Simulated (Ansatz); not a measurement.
HfTc (CsCl type, Pm-3m), a = b = c = 3.2268 Å, α = β = γ = 90.00°.

Relaxed with PBEsol.

Which orbitals make up the states near the Fermi level in plane-wave PAW PBEsol (Ansatz code)?

Within 0.5 eV of the Fermi level: Tc 4d 60 %, Hf 5d 26 %. Projections are on Löwdin-orthogonalised atomic valence shells; empty p or d shells of many metals are not among them.

Tabulate the density of states.

States/eV per cell of 2 atoms, in 0.25 eV bins, energy from the Fermi level.

| E (eV) | total | Tc 4d | Hf 5d | Tc 5s |
|---|---|---|---|---|
| -7.85 | 0.00 | 0.00 | 0.00 | 0.00 |
| -7.60 | 0.00 | 0.00 | 0.00 | 0.00 |
| -7.35 | 0.00 | 0.00 | 0.00 | 0.00 |
| -7.10 | 0.00 | 0.00 | 0.00 | 0.00 |
| -6.85 | 0.05 | 0.00 | 0.00 | 0.02 |
| -6.60 | 0.08 | 0.00 | 0.00 | 0.03 |
| -6.35 | 0.11 | 0.00 | 0.00 | 0.04 |
| -6.10 | 0.13 | 0.00 | 0.00 | 0.05 |
| -5.85 | 0.16 | 0.00 | 0.00 | 0.06 |
| -5.60 | 0.19 | 0.00 | 0.01 | 0.07 |
| -5.35 | 0.22 | 0.01 | 0.01 | 0.08 |
| -5.10 | 0.26 | 0.01 | 0.02 | 0.10 |
| -4.85 | 0.31 | 0.02 | 0.03 | 0.11 |
| -4.60 | 0.38 | 0.03 | 0.04 | 0.12 |
| -4.35 | 0.63 | 0.14 | 0.11 | 0.14 |
| -4.10 | 1.39 | 0.48 | 0.36 | 0.18 |
| -3.85 | 1.73 | 0.67 | 0.53 | 0.17 |
| -3.60 | 1.97 | 0.84 | 0.63 | 0.14 |
| -3.35 | 2.08 | 1.03 | 0.68 | 0.12 |
| -3.10 | 2.42 | 1.34 | 0.80 | 0.13 |
| -2.85 | 2.64 | 1.40 | 0.85 | 0.24 |
| -2.60 | 1.75 | 0.92 | 0.65 | 0.10 |
| -2.35 | 1.22 | 0.69 | 0.43 | 0.05 |
| -2.10 | 2.09 | 1.45 | 0.55 | 0.04 |
| -1.85 | 4.51 | 3.15 | 1.21 | 0.04 |
| -1.60 | 3.11 | 2.12 | 0.88 | 0.04 |
| -1.35 | 2.31 | 1.54 | 0.65 | 0.04 |
| -1.10 | 2.49 | 1.68 | 0.61 | 0.09 |
| -0.85 | 3.54 | 2.37 | 0.82 | 0.17 |
| -0.60 | 3.77 | 2.47 | 0.92 | 0.14 |
| -0.35 | 3.06 | 1.77 | 0.90 | 0.09 |
| -0.10 | 1.64 | 0.88 | 0.48 | 0.06 |
| 0.15 | 1.85 | 1.27 | 0.34 | 0.05 |
| 0.40 | 0.81 | 0.43 | 0.20 | 0.03 |
| 0.65 | 0.51 | 0.20 | 0.17 | 0.03 |
| 0.90 | 0.42 | 0.14 | 0.16 | 0.02 |
| 1.15 | 0.39 | 0.13 | 0.16 | 0.01 |
| 1.40 | 0.39 | 0.13 | 0.18 | 0.01 |
| 1.65 | 0.40 | 0.13 | 0.22 | 0.01 |
| 1.90 | 0.78 | 0.40 | 0.34 | 0.01 |
| 2.15 | 2.37 | 1.29 | 0.90 | 0.04 |
| 2.40 | 3.41 | 1.65 | 1.47 | 0.07 |
| 2.65 | 2.77 | 1.13 | 1.45 | 0.04 |
| 2.90 | 3.19 | 1.13 | 1.81 | 0.07 |
| 3.15 | 2.84 | 0.89 | 1.63 | 0.11 |
| 3.40 | 2.58 | 0.79 | 1.49 | 0.15 |
| 3.65 | 3.09 | 0.89 | 1.82 | 0.20 |
| 3.90 | 1.59 | 0.35 | 1.11 | 0.06 |
| 4.15 | 1.14 | 0.23 | 0.81 | 0.03 |
| 4.40 | 0.89 | 0.17 | 0.63 | 0.03 |
| 4.65 | 0.75 | 0.15 | 0.52 | 0.03 |

The workflow started from an entry of the Crystallography Open Database (COD). Its standing as an ambient phase is unchecked. The cell was relaxed with PBEsol under the symmetry of its start; of distortions, only those at the zone centre were tested. The run is not spin-polarised. Scalar-relativistic: spin–orbit coupling is off unless named, which matters more the heavier the elements.

Potentials: the later of the program's two PAW sets.
